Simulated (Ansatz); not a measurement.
Ta3Sb: computed property card

Ta3Sb:
```
Ta3Sb
1.0
    5.23906     0.00000     0.00000
    0.00000     5.23906     0.00000
    0.00000     0.00000     5.23906
Ta Sb
6 2
Direct
  0.25000   0.00000   0.50000
  0.75000   0.00000   0.50000
  0.50000   0.75000   0.00000
  0.50000   0.25000   0.00000
  0.00000   0.50000   0.75000
  0.00000   0.50000   0.25000
  0.00000   0.00000   0.00000
  0.50000   0.50000   0.50000
```

Space group Pm-3n (No. 223), A15 (Cr3Si type); conventional cell a = 5.2391 Å, b = 5.2391 Å, c = 5.2391 Å, α = 90.00°, β = 90.00°, γ = 90.00°.

Method: DFT-PBEsol in the program Ansatz with PAW potentials. Structure relaxed to zero pressure with the same functional. Other levels are named where they apply.

### Cell and energy

Volume per atom: 17.98 Å³
Density: 15.35 g/cm³
Formation energy from the elements (no fitted shifts): -0.15 eV/atom

### Electronic structure

- Electronic character: metallic (no gap)
- Density of states at the Fermi level: 0.26 states/eV per atom (mean over ±0.08 eV)
- Gap with spin–orbit coupling: none (metallic)

### Mechanics

* **Bulk modulus (Birch–Murnaghan fit)**: 202 GPa
* **Pressure derivative B′**: 4.3
* **Elastic constants (relaxed ions, GPa)**: C11 = 380, C12 = 112, C44 = 70.6
* **Mechanical stability**: stable (all eigenvalues of C positive)
* **Hill bulk and shear moduli**: 202 and 91.5 GPa
* **Young's modulus**: 239 GPa
* **Poisson's ratio**: 0.30
* **Debye temperature from the elastic constants**: 310 K

### Phonons

- Highest zone-centre frequency = 6.53 THz
- Zone-centre stability = no imaginary mode at Γ

The first step of the workflow began from a Materials Project structure, measured or hypothetical; the Crystallography Open Database files this formula in space group No. 223, but the cells were not matched. Its standing as an ambient phase is unchecked. Symmetry was held in the PBEsol relaxation. The run is not spin-polarised. As this level gives no gap, shear constants depend on the k-mesh and smearing (Fermi–Dirac, 0.1 eV here). As this level gives no gap, phonon frequencies hold no LO–TO term and depend on the k-mesh and smearing (Fermi–Dirac, 0.1 eV here). The references are the lowest solids computed at this level, not always the standard phases. Spin–orbit coupling is left out wherever it is not named.

Potentials: the later of the program's two PAW sets.
